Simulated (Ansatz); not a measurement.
MgSnSe2:
```
MgSnSe2
1.0
    4.01187     0.00000     0.00000
   -2.00594     3.47438     0.00000
    0.00000     0.00000     6.91639
Se Sn Mg
2 1 1
Direct
  0.66667   0.33333   0.71931
  0.33333   0.66667   0.28069
  0.00000   0.00000   0.00000
  0.00000   0.00000   0.50000
```

Relaxed with r²SCAN+D4. r²SCAN+D4 in the plane-wave PAW code Ansatz gives a gap of 0.42 eV.

### Question
What gap does HSE06 give on the same cell (Ansatz, PAW)?

### Answer
0.59 eV, 0.18 eV more. The hybrid was solved on a coarser mesh and at special points; its gap is the smallest among all of these.

| k | v1 r²SCAN+D4 | c1 r²SCAN+D4 | v1 HSE06 | c1 HSE06 |
|---|---|---|---|---|
| Γ | -2.03 | 1.45 | ___ | ___ |
| A | 0.00 | 0.77 | ___ | ___ |
| K | -3.06 | 2.66 | -3.31 | 3.02 |
| H | -1.43 | 0.98 | ___ | ___ |
| M | -1.25 | 1.04 | ___ | ___ |
| L | -2.47 | 0.42 | -2.64 | 0.59 |

### Question
Top valence (v1) and lowest conduction level (c1) in eV from each method's valence maximum (which need not be a listed point): supply the withheld HSE06 values.

### Answer

- A, v1 HSE06: 0.00
- A, c1 HSE06: 0.86
- M, v1 HSE06: -1.32
- M, c1 HSE06: 1.22
- H, v1 HSE06: -1.53
- H, c1 HSE06: 1.21
- Γ, v1 HSE06: -2.15
- Γ, c1 HSE06: 1.60

Cost on shared cores: the r²SCAN+D4 run (SCF on a 8×8×4 mesh, then bands and DOS) roughly 100 core-seconds, the HSE06 run (SCF on 6×6×3, then a few points) very roughly 7 core-minutes; the tasks are unlike.

Space group P-3m1. A made-up cell: these elements were put on the sites of a structure type; neither database checked (COD, Materials Project) lists it. Whether it is the stable phase at ambient conditions was not checked. The cell was relaxed with r²SCAN+D4 under the symmetry of its start; whether a distortion lowers the energy is not shown. Scalar-relativistic: spin–orbit coupling is off unless named, which matters more the heavier the elements.

Potentials: the later of the program's two PAW sets.
